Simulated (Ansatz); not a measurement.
Te2Pd:
```
Te2Pd
1.0
    4.04122     0.00000     0.00000
   -2.02061     3.49980     0.00000
    0.00000     0.00000     5.06557
Te Pd
2 1
Direct
  0.33333   0.66667   0.26709
  0.66667   0.33333   0.73291
  0.00000   0.00000   0.00000
```

Relaxed with PBEsol. Special points in fractions of this cell's reciprocal vectors: Γ (0.000, 0.000, 0.000); M (0.500, 0.000, 0.000); K (0.333, 0.333, 0.000); A (0.000, 0.000, 0.500); L (0.500, 0.000, 0.500); H (0.333, 0.333, 0.500).

Question: List the band energies nearest the Fermi level at these points for DFT-PBEsol in the program Ansatz with PAW potentials.

Answer: In eV from the Fermi level; about four levels below and three above (degenerate sets whole), none deeper than 8.9 eV; points with the same levels are listed once.

| k | below | above |
|---|---|---|
| Γ | -3.41 -3.41 -2.35 -0.08 -0.08 | 0.60 0.60 1.93 |
| M | -3.19 -3.11 -2.86 -2.38 | 0.01 2.46 3.91 |
| K | -1.63 -1.63 -1.43 -0.40 -0.40 | 3.67 6.74 7.50 7.50 |
| A | -1.92 -1.00 -1.00 -0.87 | 1.94 1.94 4.64 |
| L | -3.15 -2.87 -1.85 -0.33 | 0.05 1.36 4.78 |
| H | -3.66 -3.66 -3.19 -2.60 -2.60 | 2.64 2.64 7.19 |

Space group P-3m1. The workflow started from a Materials Project entry (that database holds measured and hypothetical structures alike); the Crystallography Open Database files this formula in space group No. 164, but the cells were not matched. Its standing as an ambient phase is unchecked. Symmetry was held in the PBEsol relaxation; of distortions, only those at the zone centre were tested. The run is not spin-polarised. Spin–orbit coupling is left out wherever it is not named.

Potentials: the later of the program's two PAW sets.
